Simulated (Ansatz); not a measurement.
## Na₃HF₈ in Ansatz, relaxation

Launch command:

```bash
ansatz run input.yaml --threads 2 --pin off --max-ram 2560MiB --backend cpu --events-out ev --progress --plain --runs-dir out
```

Input:

```yaml
crystal:
  lattice:
    - [0.0, 5.266269, 0.0]
    - [5.266269, 0.0, 0.0]
    - [2.633135, 2.633135, -5.2586]
  atoms:
    - { symbol: H, position: [0.0, 0.0, 0.0] }
    - { symbol: Na, position: [0.75, 0.25, 0.5] }
    - { symbol: Na, position: [0.25, 0.75, 0.5] }
    - { symbol: F, position: [0.3489, 0.3489, 0.7748] }
    - { symbol: F, position: [0.3489, 0.8763, 0.7748] }
    - { symbol: F, position: [0.8763, 0.8763, 0.7748] }
    - { symbol: F, position: [0.8763, 0.3489, 0.7748] }
    - { symbol: F, position: [0.6511, 0.1237, 0.2252] }
    - { symbol: F, position: [0.6511, 0.6511, 0.2252] }
    - { symbol: F, position: [0.1237, 0.6511, 0.2252] }
    - { symbol: F, position: [0.1237, 0.1237, 0.2252] }
    - { symbol: Na, position: [0.5, 0.5, 0.0] }
  symmetry: { tolerance: 0.0003 }
kpoints:
  mp_grid: { grid: [5, 5, 5], shift: [0, 0, 0] }
magnetization:
  spin_polarized: false
scf:
  occupations: { method: cold, width: 0.0185 }
  lower_state_search: "off"
hamiltonian:
  pseudopotentials: { kind: paw }
  xc: r2scan
basis:
  ecutwfc: 500
  fft_grid_basis: typed
relax:
  max_steps: 80
  cell: { p_target: 0.0 }
output:
  forces: true
  stress: true
  eigenvalues: true
  bader: true
  populations: true
  elf: true
  write_potential: true
  volumetric_format: npy
  dos:
    e_range: [-12, 8]
    de: 0.05
    projected: { site_lists: { F: [F], H: [H], Na: [Na] } }
checkpoint:
  read: saved_state
```

Origin of the cell: a known structure type with other elements, at an estimated volume, so it need not be a known compound.

The saved state is a converged single point of the same cell.

Steps («new basis» is an SCF on plane waves selected anew at the same cell):

```json
{"step": "1", "ΔF (meV/atom)": "0.0", "max force component (eV/Å)": "0.193", "P (GPa)": "-3.55", "volume (Å³)": "145.84", "SCF iterations": "7", "step was": "accepted"}
{"step": "2", "ΔF (meV/atom)": "-20.6", "max force component (eV/Å)": "0.038", "P (GPa)": "-1.41", "volume (Å³)": "138.46", "SCF iterations": "8", "step was": "accepted"}
{"step": "3", "ΔF (meV/atom)": "-43.9", "max force component (eV/Å)": "0.244", "P (GPa)": "0.63", "volume (Å³)": "132.79", "SCF iterations": "6", "step was": "accepted"}
{"step": "4", "ΔF (meV/atom)": "-99.6", "max force component (eV/Å)": "0.310", "P (GPa)": "1.05", "volume (Å³)": "130.30", "SCF iterations": "6", "step was": "accepted"}
{"step": "5", "ΔF (meV/atom)": "-152.6", "max force component (eV/Å)": "0.875", "P (GPa)": "1.68", "volume (Å³)": "129.47", "SCF iterations": "9", "step was": "accepted"}
{"step": "6", "ΔF (meV/atom)": "-201.0", "max force component (eV/Å)": "0.669", "P (GPa)": "0.05", "volume (Å³)": "131.50", "SCF iterations": "6", "step was": "accepted"}
{"step": "7", "ΔF (meV/atom)": "-203.1", "max force component (eV/Å)": "0.309", "P (GPa)": "4.74", "volume (Å³)": "125.43", "SCF iterations": "6", "step was": "accepted"}
{"step": "8", "ΔF (meV/atom)": "-221.0", "max force component (eV/Å)": "0.023", "P (GPa)": "0.73", "volume (Å³)": "129.11", "SCF iterations": "6", "step was": "accepted"}
{"step": "9", "ΔF (meV/atom)": "-221.2", "max force component (eV/Å)": "0.006", "P (GPa)": "0.16", "volume (Å³)": "130.33", "SCF iterations": "5", "step was": "accepted"}
{"step": "10", "ΔF (meV/atom)": "-221.2", "max force component (eV/Å)": "0.002", "P (GPa)": "-0.02", "volume (Å³)": "130.70", "SCF iterations": "5", "step was": "accepted"}
{"step": "11", "ΔF (meV/atom)": "-219.2", "max force component (eV/Å)": "0.004", "P (GPa)": "0.09", "volume (Å³)": "130.70", "SCF iterations": "7", "step was": "new basis"}
{"step": "12", "ΔF (meV/atom)": "-219.2", "max force component (eV/Å)": "0.000", "P (GPa)": "0.00", "volume (Å³)": "130.92", "SCF iterations": "5", "step was": "accepted"}
{"step": "13", "ΔF (meV/atom)": "-219.2", "max force component (eV/Å)": "0.000", "P (GPa)": "0.00", "volume (Å³)": "130.92", "SCF iterations": "4", "step was": "new basis"}
```

Step 1, with forces in eV/Å:

```xyz
12
Lattice="0.000 5.266 0.000 5.266 0.000 0.000 2.633 2.633 -5.259" Properties=species:S:1:pos:R:3:forces:R:3 pbc="T T T" step=1
H     0.000    0.000    0.000    0.000    0.000    0.000
Na    2.633    5.266   -2.629    0.000    0.000    0.000
Na    5.266    2.633   -2.629    0.000    0.000    0.000
F     3.878    3.878   -4.074   -0.193   -0.193   -0.034
F     6.655    3.878   -4.074    0.193   -0.193   -0.034
F     6.655    6.655   -4.074    0.193    0.193   -0.034
F     3.878    6.655   -4.074   -0.193    0.193   -0.034
F     1.244    4.022   -1.184   -0.193    0.193    0.034
F     4.022    4.022   -1.184    0.193    0.193    0.034
F     4.022    1.244   -1.184    0.193   -0.193    0.034
F     1.244    1.244   -1.184   -0.193   -0.193    0.034
Na    2.633    2.633    0.000    0.000    0.000    0.000
```

Step 2, with forces in eV/Å:

```xyz
12
Lattice="0.000 5.209 0.000 5.209 0.000 0.000 2.605 2.605 -5.102" Properties=species:S:1:pos:R:3:forces:R:3 pbc="T T T" step=2
H     0.000    0.000    0.000    0.000    0.000    0.000
Na    2.605    5.209   -2.551    0.000    0.000    0.000
Na    5.209    2.605   -2.551    0.000    0.000    0.000
F     3.795    3.795   -3.968   -0.020   -0.020   -0.038
F     6.624    3.795   -3.968    0.020   -0.020   -0.038
F     6.624    6.624   -3.968    0.020    0.020   -0.038
F     3.795    6.624   -3.968   -0.020    0.020   -0.038
F     1.190    4.019   -1.134   -0.020    0.020    0.038
F     4.019    4.019   -1.134    0.020    0.020    0.038
F     4.019    1.190   -1.134    0.020   -0.020    0.038
F     1.190    1.190   -1.134   -0.020   -0.020    0.038
Na    2.605    2.605    0.000    0.000    0.000    0.000
```

Step 3, with forces in eV/Å:

```xyz
12
Lattice="0.000 5.233 0.000 5.233 0.000 0.000 2.616 2.616 -4.850" Properties=species:S:1:pos:R:3:forces:R:3 pbc="T T T" step=3
H     0.000    0.000    0.000    0.000    0.000    0.000
Na    2.616    5.233   -2.425    0.000    0.000    0.000
Na    5.233    2.616   -2.425    0.000    0.000    0.000
F     3.790    3.790   -3.782    0.244    0.244   -0.097
F     6.675    3.790   -3.782   -0.244    0.244   -0.097
F     6.675    6.675   -3.782   -0.244   -0.244   -0.097
F     3.790    6.675   -3.782    0.244   -0.244   -0.097
F     1.174    4.059   -1.068    0.244   -0.244    0.097
F     4.059    4.059   -1.068   -0.244   -0.244    0.097
F     4.059    1.174   -1.068   -0.244    0.244    0.097
F     1.174    1.174   -1.068    0.244    0.244    0.097
Na    2.616    2.616    0.000    0.000    0.000    0.000
```

Step 4, with forces in eV/Å:

```xyz
12
Lattice="0.000 5.323 0.000 5.323 0.000 0.000 2.662 2.662 -4.598" Properties=species:S:1:pos:R:3:forces:R:3 pbc="T T T" step=4
H     0.000    0.000    0.000    0.000    0.000    0.000
Na    2.662    5.323   -2.299    0.000    0.000    0.000
Na    5.323    2.662   -2.299    0.000    0.000    0.000
F     3.865    3.865   -3.597    0.310    0.310   -0.035
F     6.781    3.865   -3.597   -0.310    0.310   -0.035
F     6.781    6.781   -3.597   -0.310   -0.310   -0.035
F     3.865    6.781   -3.597    0.310   -0.310   -0.035
F     1.203    4.120   -1.002    0.310   -0.310    0.035
F     4.120    4.120   -1.002   -0.310   -0.310    0.035
F     4.120    1.203   -1.002   -0.310    0.310    0.035
F     1.203    1.203   -1.002    0.310    0.310    0.035
Na    2.662    2.662    0.000    0.000    0.000    0.000
```

Step 5, with forces in eV/Å:

```xyz
12
Lattice="0.000 5.461 0.000 5.461 0.000 0.000 2.730 2.730 -4.342" Properties=species:S:1:pos:R:3:forces:R:3 pbc="T T T" step=5
H     0.000    0.000    0.000    0.000    0.000    0.000
Na    2.730    5.461   -2.171    0.000    0.000    0.000
Na    5.461    2.730   -2.171    0.000    0.000    0.000
F     4.000    4.000   -3.400    0.016    0.016    0.875
F     6.921    4.000   -3.400   -0.016    0.016    0.875
F     6.921    6.921   -3.400   -0.016   -0.016    0.875
F     4.000    6.921   -3.400    0.016   -0.016    0.875
F     1.270    4.190   -0.942    0.016   -0.016   -0.875
F     4.190    4.190   -0.942   -0.016   -0.016   -0.875
F     4.190    1.270   -0.942   -0.016    0.016   -0.875
F     1.270    1.270   -0.942    0.016    0.016   -0.875
Na    2.730    2.730    0.000    0.000    0.000    0.000
```

Step 6, with forces in eV/Å:

```xyz
12
Lattice="0.000 5.666 0.000 5.666 0.000 0.000 2.833 2.833 -4.096" Properties=species:S:1:pos:R:3:forces:R:3 pbc="T T T" step=6
H     0.000    0.000    0.000    0.000    0.000    0.000
Na    2.833    5.666   -2.048    0.000    0.000    0.000
Na    5.666    2.833   -2.048    0.000    0.000    0.000
F     4.203    4.203   -3.137   -0.232   -0.232    0.669
F     7.129    4.203   -3.137    0.232   -0.232    0.669
F     7.129    7.129   -3.137    0.232    0.232    0.669
F     4.203    7.129   -3.137   -0.232    0.232    0.669
F     1.370    4.296   -0.958   -0.232    0.232   -0.669
F     4.296    4.296   -0.958    0.232    0.232   -0.669
F     4.296    1.370   -0.958    0.232   -0.232   -0.669
F     1.370    1.370   -0.958   -0.232   -0.232   -0.669
Na    2.833    2.833    0.000    0.000    0.000    0.000
```

Step 7, with forces in eV/Å:

```xyz
12
Lattice="0.000 5.716 0.000 5.716 0.000 0.000 2.858 2.858 -3.839" Properties=species:S:1:pos:R:3:forces:R:3 pbc="T T T" step=7
H     0.000    0.000    0.000    0.000    0.000    0.000
Na    2.858    5.716   -1.920    0.000    0.000    0.000
Na    5.716    2.858   -1.920    0.000    0.000    0.000
F     4.207    4.207   -2.895   -0.118   -0.118    0.309
F     7.225    4.207   -2.895    0.118   -0.118    0.309
F     7.225    7.225   -2.895    0.118    0.118    0.309
F     4.207    7.225   -2.895   -0.118    0.118    0.309
F     1.349    4.367   -0.944   -0.118    0.118   -0.309
F     4.367    4.367   -0.944    0.118    0.118   -0.309
F     4.367    1.349   -0.944    0.118   -0.118   -0.309
F     1.349    1.349   -0.944   -0.118   -0.118   -0.309
Na    2.858    2.858    0.000    0.000    0.000    0.000
```

Step 8, with forces in eV/Å:

```xyz
12
Lattice="0.000 5.686 0.000 5.686 0.000 0.000 2.843 2.843 -3.993" Properties=species:S:1:pos:R:3:forces:R:3 pbc="T T T" step=8
H     0.000    0.000    0.000    0.000    0.000    0.000
Na    2.843    5.686   -1.997    0.000    0.000    0.000
Na    5.686    2.843   -1.997    0.000    0.000    0.000
F     4.168    4.168   -3.008    0.009    0.009    0.023
F     7.204    4.168   -3.008   -0.009    0.009    0.023
F     7.204    7.204   -3.008   -0.009   -0.009    0.023
F     4.168    7.204   -3.008    0.009   -0.009    0.023
F     1.325    4.361   -0.985    0.009   -0.009   -0.023
F     4.361    4.361   -0.985   -0.009   -0.009   -0.023
F     4.361    1.325   -0.985   -0.009    0.009   -0.023
F     1.325    1.325   -0.985    0.009    0.009   -0.023
Na    2.843    2.843    0.000    0.000    0.000    0.000
```

Step 9, with forces in eV/Å:

```xyz
12
Lattice="0.000 5.709 0.000 5.709 0.000 0.000 2.854 2.854 -3.999" Properties=species:S:1:pos:R:3:forces:R:3 pbc="T T T" step=9
H     0.000    0.000    0.000    0.000    0.000    0.000
Na    2.854    5.709   -2.000    0.000    0.000    0.000
Na    5.709    2.854   -2.000    0.000    0.000    0.000
F     4.187    4.187   -3.012   -0.001   -0.001    0.006
F     7.230    4.187   -3.012    0.001   -0.001    0.006
F     7.230    7.230   -3.012    0.001    0.001    0.006
F     4.187    7.230   -3.012   -0.001    0.001    0.006
F     1.333    4.376   -0.988   -0.001    0.001   -0.006
F     4.376    4.376   -0.988    0.001    0.001   -0.006
F     4.376    1.333   -0.988    0.001   -0.001   -0.006
F     1.333    1.333   -0.988   -0.001   -0.001   -0.006
Na    2.854    2.854    0.000    0.000    0.000    0.000
```

Step 13, with forces in eV/Å:

```xyz
12
Lattice="0.000 5.720 0.000 5.720 0.000 0.000 2.860 2.860 -4.002" Properties=species:S:1:pos:R:3:forces:R:3 pbc="T T T" step=13
H     0.000    0.000    0.000    0.000    0.000    0.000
Na    2.860    5.720   -2.001    0.000    0.000    0.000
Na    5.720    2.860   -2.001    0.000    0.000    0.000
F     4.195    4.195   -3.013    0.000    0.000    0.000
F     7.245    4.195   -3.013    0.000    0.000    0.000
F     7.245    7.245   -3.013    0.000    0.000    0.000
F     4.195    7.245   -3.013    0.000    0.000    0.000
F     1.335    4.385   -0.989    0.000    0.000    0.000
F     4.385    4.385   -0.989    0.000    0.000    0.000
F     4.385    1.335   -0.989    0.000    0.000    0.000
F     1.335    1.335   -0.989    0.000    0.000    0.000
Na    2.860    2.860    0.000    0.000    0.000    0.000
```

- Free energy lowered by: 219.2 meV/atom
- Volume change: -10.23 %
- Final pressure: 0.00 GPa
- Relaxation steps listed: 13
- Formation energy (elements under the same functional, gases as molecules, uncorrected): -1.324 eV/atom
- Gap on the mesh: 0.42 eV

Caveats: the relaxation held the start's symmetry, so the end may be a saddle point.

Time: 82 s of wall time on 2 CPU thread(s) of a shared host, from a saved density.
